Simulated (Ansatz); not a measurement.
Consider the following.

AlSiCN:
```cif
data_CAlNSi
_chemical_formula_sum 'Al1 N1 Si1 C1'
_space_group_name_H-M_alt 'P 1'
_space_group_IT_number 1
_cell_length_a 5.38313
_cell_length_b 5.38313
_cell_length_c 5.38313
_cell_angle_alpha 33.630
_cell_angle_beta 33.630
_cell_angle_gamma 33.630
loop_
_space_group_symop_operation_xyz
  'x, y, z'
loop_
_atom_site_label
_atom_site_type_symbol
_atom_site_fract_x
_atom_site_fract_y
_atom_site_fract_z
_atom_site_occupancy
Al1 Al 0.99509 0.99509 0.99509 1
N1 N 0.12718 0.12718 0.12718 1
Si1 Si 0.50666 0.50666 0.50666 1
C1 C 0.62110 0.62110 0.62110 1
```

This is the PBEsol-relaxed structure.

All from PBEsol in the plane-wave PAW code Ansatz, unless another level is named. Predict the electronic character.

metallic (no gap).

And the formation energy from the elements (no fitted shifts)?

-0.40 eV/atom.

Give the density of states at the Fermi level.

0.03 states/eV per atom (mean over ±0.08 eV).

Space group R3m. The start of the workflow was typed in or built on a structure type; neither database checked (COD, Materials Project) lists it. Its standing as an ambient phase is unchecked. The PBEsol relaxation kept the symmetry of its start; whether a distortion lowers the energy is not shown. A small band overlap can be real or an error of a semilocal functional. The references are the lowest solids computed at this level, not always the standard phases (solids in place of the gases).

Potentials: the earlier of the program's two PAW sets. The files were generated under PBE; for other functionals the program regenerates the frozen cores, and for LDA and PBEsol the local potential too.
